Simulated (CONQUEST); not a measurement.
A relaxation of cell and atoms of CdS (P6_3mc, 8 atoms in the cell; from Materials Project mp-672).

```
CdS
1.0
    4.16884     0.00000     0.00000
    0.00000     7.22064     0.00000
    0.00000     0.00000     6.77962
Cd S
4 4
Direct
  0.50000   0.16667   0.50022
  0.00000   0.33333   0.00022
  0.00000   0.66667   0.50022
  0.50000   0.83333   0.00022
  0.50000   0.16667   0.87678
  0.00000   0.33333   0.37678
  0.00000   0.66667   0.87678
  0.50000   0.83333   0.37678
```

All values come from this method and carry its errors: LDA (PW92), numerical atomic orbitals double-zeta with polarisation (the shipped basis), PseudoDojo norm-conserving potentials made for LDA run with CONQUEST.

CONQUEST settings:

| setting | value |
|---|---|
| basis | DZP |
| Diag.MPMeshX, Y, Z | 4 3 3 |
| potentials | PseudoDojo norm-conserving LDA |
| Grid.GridCutoff | 140 Ha |
| DM.SolutionMethod | diagon |
| Diag.kT | 0.000735 Ha |
| Diag.GammaCentred | true |
| minE.SCTolerance | 1.0e-07 |
| SC.MaxIters | 100 |
| SC.LinearMixingFactor | 0.5 |
| SC.KerkerPreCondition | true |
| SC.KerkerFactor | 0.1 1/bohr |
| AtomMove.TypeOfRun | cg |
| AtomMove.NumSteps | 40 |
| AtomMove.MaxForceTol | 3.89e-04 Ha/bohr |
| AtomMove.ReuseDM | true |
| AtomMove.OptCell | true |
| AtomMove.OptCellMethod | 3 |
| AtomMove.StressTolerance | 0.05 GPa |

Results:

- Number of valence electrons = 104
- Number of bands = 128
- Number of k-points after the program's reduction = 23
- Size of the basis = 128
- FFT grid = 48 × 80 × 72
- Free energy E − TS = -20285.7659 eV
- Pressure = 0.00 GPa
- Largest force (vector length) = 0.003 eV/Å
- Final cell = a = 4.0957 Å, b = 7.0871 Å, c = 6.6809 Å, α = 90.00°, β = 90.00°, γ = 90.00°
- Final volume per atom = 24.24 Å³
- Relaxation steps = 5

Final positions (fractional):
```
Cd    0.5000    0.1675    0.5007
Cd   -0.0000    0.3325    0.0007
Cd   -0.0000    0.6675    0.5007
Cd    0.5000    0.8325    0.0007
S     0.5000    0.1660    0.8763
S     0.0000    0.3340    0.3763
S    -0.0000    0.6660    0.8763
S     0.5000    0.8340    0.3763
```

The program uses no crystal symmetry, so grid and mesh can part values that symmetry would make equal. The atom-centred basis is finite, which shifts total energies, pressures and forces against plane waves. The structure comes from a collection of computed structures, made at another level of theory; the collection holds predicted forms beside known ones.

Cost on one core: around 6 core-minutes (rough).
